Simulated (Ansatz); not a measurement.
The relaxed structure here is a generated cell of Cd: the first start was made by placing the elements on the sites of a structure type, and the end was not matched to a known phase here, so it may be hypothetical. Known forms of Cd include space group No. 194.

One starting cell of Cd (a generated cell, Cd placed in the diamond structure type) was relaxed twice with Ansatz (plane waves, PAW, scalar-relativistic): with r2SCAN at 500 eV and with PBE at 420 eV. The r2SCAN result:

```
CELL_PARAMETERS angstrom
      0.00000     3.25984     3.25984
      3.25984     0.00000     3.25984
      3.25984     3.25984     0.00000
ATOMIC_POSITIONS crystal
  Cd 0.25000 0.25000 0.25000
  Cd 0.00000 0.00000 0.00000
```

| quantity | r2SCAN | PBE |
|---|---|---|
| space group | Fd-3m | Fd-3m |
| volume (Å³/atom) | 34.64 | 37.50 |
| a (Å) | 6.520 | 6.694 |
| gap (eV, no spin-orbit coupling) | 0.00 | 0.00 |

Both levels end in the same structure; PBE's volume is 8.2 % larger; so large a difference can point to a flat energy valley, in which neither volume is well fixed. Neither column is exact.

No spin polarisation in the result.

The run could not lose the symmetry of its start: the end is stationary, and may be a saddle point rather than a minimum.

All atoms sit on sites fixed by symmetry, so only the cell could relax.

Ansatz is a program for electronic structure.
